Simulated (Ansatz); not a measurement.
CaAu₂Ge₂: enthalpy against pressure

CaAu₂Ge₂, I4/mmm, a = 4.431 Å, c = 10.242 Å. The structure is a COD entry; whether it is the stable form wasn't checked. Ansatz: PBEsol, PAW, 420 eV, Γ-centred 12×12×12 mesh on 5 atoms, Gaussian smearing 0.10 eV; no spin polarisation. Cell and atoms are relaxed at each pressure, and no other structure is tried, so the rows at high pressure may lie past a change of phase. y is the enthalpy over the state at zero pressure; there V0 = 20.105 Å³/atom. The pressures are the targets, met within 0.03 GPa.

```
P (GPa) y (eV/atom)
   -2.0      -0.2541
    0.0       0.0000
    2.0       0.2481
    5.0       0.6105
   10.0            ?
   20.0       2.2965
   40.0       4.3332
```

Q: Fit y = c1 P + c2 P² + c3 P³ to the other rows, say what c1 and c2 mean, and predict the missing value.

A: Least squares on the rows shown. y = 0.12524 P − 0.00061900 P² + 4.9091×10⁻⁶ P³. Since dH/dP = V, c1 is V0: 0.12524 eV/GPa × 160.2 = 20.063 Å³ against 20.105; c2 = −V0/(2B0) gives B0 = 101 GPa, where a Birch–Murnaghan fit to the volumes of the same runs (not shown) gives 84 GPa: a cubic over this range folds the higher terms into c2. At P = 10.0 the fit asked for gives 1.1954 eV/atom. The run gave 1.1931 eV/atom, so the fit is 0.0023 eV/atom too high, 0.05 % of the span of the series, against an rms of 0.0006 eV/atom on the fitted rows. With a term in P⁴ added, a fit to the same known rows predicts 1.1925 eV/atom, so most of the miss is curvature that the known rows already hold.

Spin–orbit coupling is left out, which can shift energies with elements as heavy as these.